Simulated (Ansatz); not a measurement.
Does relaxation matter for the field gradients of Mg₂TiCr₃S₈?

Start: a computed structure from the Materials Project (it need not be an observed phase).

Space group R-3m:H (No. 166); a = 7.2849, c = 17.6519 Å, γ = 120.00°.

| site | Wyckoff | site symmetry | x | y | z |
| --- | --- | --- | --- | --- | --- |
| Mg | 6c | 3m | 0.0000 | 0.0000 | 0.8753 |
| Ti | 3b | -3m | 0.0000 | 0.0000 | 0.5000 |
| Cr | 9e | .2/m | 0.1667 | 0.3333 | 0.3333 |
| S7 | 6c | 3m | 0.0000 | 0.0000 | 0.7366 |
| S8 | 18h | .m | 0.8484 | 0.6968 | 0.4107 |

One atom of each set is listed; the run and its k-mesh use a cell of 14 atoms with edges of 7.23, 7.23, 7.23 Å.

Method: Kohn–Sham DFT in Ansatz, PBE, plane waves and PAW, scalar-relativistic, collinear spin, 420 eV cutoff, Γ-centred 6×6×6 k-points, Fermi–Dirac smearing 0.05 eV. Start moments as typed (μB): 1 on each Ti, 3 on each Cr, none on the rest.

The largest force at the start is 0.043 eV/Å. Relaxing the ions at fixed cell moves them by 0.006 Å at most (atom 1, Mg) and 0.003 Å rms.

```csv
site,moved (Å),first shell before,first shell after,V_zz before (10²¹ V/m²),η before
Mg,0.006,4 S at 2.44–2.45 Å,4 S at 2.44–2.45 Å,-0.15,0.00
Ti,0.000,6 S at 2.48 Å,6 S at 2.48 Å,-4.53,0.00
Cr,0.000,6 S at 2.43–2.44 Å,6 S at 2.43–2.44 Å,-1.08,0.14
S7,0.003,"3 Cr at 2.44 Å, 1 Mg at 2.45 Å","3 Cr at 2.44 Å, 1 Mg at 2.45 Å",-0.47,0.00
S8,0.004,"2 Cr at 2.43 Å, 1 Mg at 2.44 Å, 1 Ti at 2.48 Å","2 Cr at 2.43 Å, 1 Mg at 2.44 Å, 1 Ti at 2.48 Å",-3.25,0.35
```

Q: What are V_zz and η after the relaxation?

A: 

```
site  V_zz after  η after  change of V_zz
  Mg       -0.13     0.00           +0.02
  Ti       -4.54     0.00           -0.01
  Cr       -1.03     0.18           +0.05
  S7       -0.45     0.00           +0.02
  S8       -3.23     0.35           +0.02
```

The largest change of V_zz is on Cr, from -1.08 to -1.03. In per cent, |V_zz| changes by 0 on Ti, -1 on S (all sites that start above 2).

With no gap above 0.1 eV, as in a metal, the gradients converge slowly in k; expect changes of a tenth or more on a denser mesh. Semilocal functionals can leave a metal where correlation in the d or f shell opens a gap in the real compound, and that would change the values at and beside Cr and Ti. All moments are parallel here, as the start or the cell imposes; many such compounds order antiparallel, where fields and spin densities carried over to other atoms largely cancel. The magnetic order is the one that the run reached from its start moments, not necessarily the measured one.
